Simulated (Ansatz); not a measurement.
# Hf: stationary points along a deformation path

Level of theory: DFT PBEsol, scalar-relativistic, plane waves, PAW (Ansatz). Settings: plane waves to 420 eV, k-mesh 20×20×20 (Γ-centred), Gaussian smearing 0.15 eV. Spin–orbit coupling is left out, which can shift energies with elements as heavy as these. No spin polarisation. Energies are free energies at this smearing, counted from the undisturbed cell; pressure is positive in compression.

Reference structure (as given, not relaxed at this level; it stands at -1.5 GPa; this fcc form isn't the usual structure):

```xyz
1
Lattice="0.0000 2.2200 2.2200 2.2200 0.0000 2.2200 2.2200 2.2200 0.0000" Properties=species:S:1:pos:R:3 pbc="T T T"
Hf    0.0000    0.0000    0.0000
```

At fixed volume and fractional coordinates, lengths along (0.577, 0.577, 0.577) are scaled against those across it; ρ is that ratio over its starting value. V = 21.882 Å³/atom. Δσ is the stress along the axis less the mean stress across it (compression positive).

| ρ | ΔE (meV/atom) | Δσ (GPa) | space group |
| --- | --- | --- | --- |
| 0.500 | 1046.7 | 0.00 | Pm-3m |
| 0.600 | 864.9 | 19.67 | R-3m |
| 0.710 | 519.7 | 22.75 | R-3m |
| 0.850 | 158.0 | 20.02 | R-3m |
| 0.930 | 32.4 | 9.81 | R-3m |
| 1.000 | 0.0 | 0.00 | Fm-3m |
| 1.080 | 34.0 | -9.39 | R-3m |
| 1.200 | 158.8 | -14.76 | R-3m |
| 1.410 | 504.0 | -36.16 | R-3m |
| 1.700 | 1393.0 | -66.89 | R-3m |
| 2.000 | 2572.0 | -93.37 | R-3m |

Problem. How does the stress give the slope of the energy, and where is the energy stationary?

Solution. Along the path d ln(length) is 2/3 d ln ρ on the axis and −1/3 d ln ρ across it, so dE/d ln ρ = −(2/3) V Δσ: the energy falls with ρ where Δσ is positive. Δσ vanishes or changes sign at ρ = 0.500 (Pm-3m, an end of the scan), at 1046.7 meV/atom; at ρ = 1.000 (Fm-3m), a minimum at 0.0 meV/atom. Pairs of stationary points between two samples would go unseen, and could change a minimum read from distant neighbours into a maximum. At ρ = 0.500, 1.000 the cell is cubic, where symmetry alone makes the stress isotropic and the slope zero.

Problem. Which shear constant sets the curvature at ρ = 1?

Solution. For a cubic crystal E/V = (2/3) C (ln ρ)² with C = C44, so Δσ = −2C ln ρ. The parabola of Δσ against ln ρ through ρ = 0.930, 1 and 1.080 gives C ≈ 64 GPa with the ions clamped, rough because the steps are large. It is the stress–strain coefficient at this cell's pressure of -1.5 GPa, not the zero-pressure constant.

In a metal these slopes depend on the k mesh and the smearing.